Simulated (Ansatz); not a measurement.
Computed properties of EuMgGe

EuMgGe:
```cif
data_Eu4Ge4Mg4
_chemical_formula_sum 'Eu4 Mg4 Ge4'
_space_group_name_H-M_alt 'P 1'
_space_group_IT_number 1
_cell_length_a 7.61791
_cell_length_b 4.50633
_cell_length_c 8.48912
_cell_angle_alpha 90.000
_cell_angle_beta 90.000
_cell_angle_gamma 90.000
loop_
_space_group_symop_operation_xyz
  'x, y, z'
loop_
_atom_site_label
_atom_site_type_symbol
_atom_site_fract_x
_atom_site_fract_y
_atom_site_fract_z
_atom_site_occupancy
Eu1 Eu 0.48209 0.25000 0.81806 1
Eu2 Eu 0.51791 0.75000 0.18194 1
Eu3 Eu 0.01791 0.75000 0.31806 1
Eu4 Eu 0.98209 0.25000 0.68194 1
Mg1 Mg 0.14415 0.75000 0.93678 1
Mg2 Mg 0.85585 0.25000 0.06322 1
Mg3 Mg 0.35585 0.25000 0.43678 1
Mg4 Mg 0.64415 0.75000 0.56322 1
Ge1 Ge 0.77498 0.75000 0.88784 1
Ge2 Ge 0.22502 0.25000 0.11216 1
Ge3 Ge 0.72502 0.25000 0.38784 1
Ge4 Ge 0.27498 0.75000 0.61216 1
```
The run is spin-polarised; directions of the spins, atom by atom: ↑ ↑ ↑ ↑ 0 0 0 0 0 0 0 0.

Space group Pnma (No. 62); conventional cell a = 7.618 Å, b = 4.506 Å, c = 8.489 Å, α = β = γ = 90.00°.

Method: the program Ansatz at the r²SCAN level (PAW). Structure relaxed to zero pressure with the same functional. Other levels are named where they apply.

### Cell and energy

| Property | Result |
|---|---|
| Volume per atom | 24.29 Å³ |
| Density | 5.67 g/cm³ |
| Formation energy from the elements (no fitted shifts) | -0.67 eV/atom |

### Electronic structure

| Property | Value |
|---|---|
| Electronic character | metallic (no gap) |
| Density of states at the Fermi level | 0.39 states/eV per atom (mean over ±0.08 eV) |

### Magnetism

| Item | Value |
|---|---|
| Magnetic order | ferromagnetic |
| Net moment | 2.33 μB per atom |

The workflow started from a Materials Project entry (that database holds measured and hypothetical structures alike); the Crystallography Open Database copy checked does not list it. Whether it is the stable phase at ambient conditions was not checked. The r²SCAN relaxation kept the symmetry of its start; whether a distortion lowers the energy is not shown. Magnetic state: ferromagnetic, chosen from 4 collinear starts compared on coarse meshes (ties went to the first, and starts can fall back to one state), not a proven ground state. The 4f shell is in the valence, and the state reached may lie above the lowest one. Other orbital occupations within this spin state were not tried. No Hubbard U is applied. Point labels and valley counts follow the cell and symmetry of the run, lower than the named group. The references are the lowest solids computed at this level, not always the standard phases. Scalar-relativistic: spin–orbit coupling is off unless named, which matters more the heavier the elements.

Potentials: the later of the program's two PAW sets.
